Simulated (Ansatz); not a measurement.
A generated cell, not matched to a known phase here, of Al₃PdPt: P3m1 (No. 156), hP5; a = b = 4.2116 Å, c = 5.1537 Å, α = β = 90.00°, γ = 120.00°; Al 1b (0.333, 0.667, 0.009); Al 1a (0.000, 0.000, 0.352); Al 1c (0.667, 0.333, 0.644); Pd 1a (0.000, 0.000, 0.838); Pt 1c (0.667, 0.333, 0.157). The numbers are results of PBEsol (plane waves to 420 eV, PAW, scalar-relativistic; Ansatz, a quantum-chemistry and plane-wave program), not measurements. Element references, the lowest calculated here: Pd (Fm-3m), Pt (Fm-3m), Al (Fm-3m).

### Question
What is the computed formation energy of this P3m1 form of Al3PdPt from the elements (PBEsol)?

### Answer
-0.89 eV/atom.

A lower structure of this composition may exist, and whether it forms at all is not checked here.

Static energies, no anion corrections, no zero-point energy. Values are rounded to 0.01 eV/atom. Not shown to be the ambient phase of their composition (a lower form may be missing, and a cell relaxed within its start's symmetry can be a saddle point): Al3PdPt (P3m1). Spin-orbit coupling is missing from these energies, which matters for elements this heavy. The compounds carry no spin polarisation.
